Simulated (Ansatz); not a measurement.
**Calculated Fe-57 Mössbauer parameters for FeC2S2N2**

Cell: an entry of the Crystallography Open Database (COD), its atoms then relaxed with PBE in this cell.

Space group C2/m (No. 12); a = 10.6300, b = 3.7420, c = 6.1680 Å, β = 105.04°.

```csv
site,Wyckoff,site symmetry,x,y,z
Fe,2a,2/m,0.0000,0.0000,0.0000
C,4i,m,0.7636,0.0000,0.2142
S,4i,m,0.6203,0.0000,0.2691
N,4i,m,0.8647,0.0000,0.1687
```

One atom of each set is listed; the run and its k-mesh use a cell of 7 atoms with edges of 5.63, 5.63, 6.17 Å.

Method: Kohn–Sham DFT in Ansatz, PBE+U (U = 4.0 eV on Fe d), plane waves and PAW, scalar-relativistic, collinear spin, 420 eV cutoff, Γ-centred 9×9×6 k-points, Fermi–Dirac smearing 0.05 eV. Start moments as typed (μB): 4 on each Fe, none on the rest.

Isomer shifts (against α-Fe) follow from the electron density at the nucleus, δ = α(ρ − ρ₀), with α = -0.366 mm s⁻¹ a₀³ and ρ₀ = 14904.00 a₀⁻³ from a line fitted to 10 measured compounds at this level of theory (rms miss 0.11 mm/s). ΔE_Q = ½eQV_zz(1 + η²/3)^½ with Q = 0.160 b for the 14.4 keV state. B_c is the Fermi-contact field along the atom's own moment; orbital and dipolar fields are not included.

Question: Where do the absorption lines lie when the magnetic splitting is averaged out (above the ordering temperature, with the gradients of this state)?

Answer: Fe (1 atom a cell): δ = 0.83, |ΔE_Q| = 4.43 mm/s, a doublet at -1.39 and 3.04 mm/s.

Question: And the six lines of Fe from the contact field alone, leaving the quadrupole term aside?

Answer: With |B_c| = 16.0 T and nuclear moments 0.090604 and -0.15532 μN the lines lie at -1.75, -0.67, 0.42, 1.23, 2.32, 3.40 mm/s, in the ratio 3:2:1:1:2:3 for a powder.

The largest force is 1.2 eV/Å, so the atoms aren't at the calculated equilibrium and relaxing them would move these values. With these PAW files V_zz is typically within 2 to 3 % of all-electron values, but misses above 10 % occur on Fe. All moments are parallel here, as the start or the cell imposes; many such compounds order antiparallel, where fields and spin densities carried over to other atoms largely cancel. The magnetic order is the one that the run reached from its start moments, not necessarily the measured one. Semilocal functionals underestimate the core's spin polarisation, so contact fields of ionic iron come out too small in magnitude. On Fe B_c is a small difference of large parts, and can be wrong severalfold and even in sign.
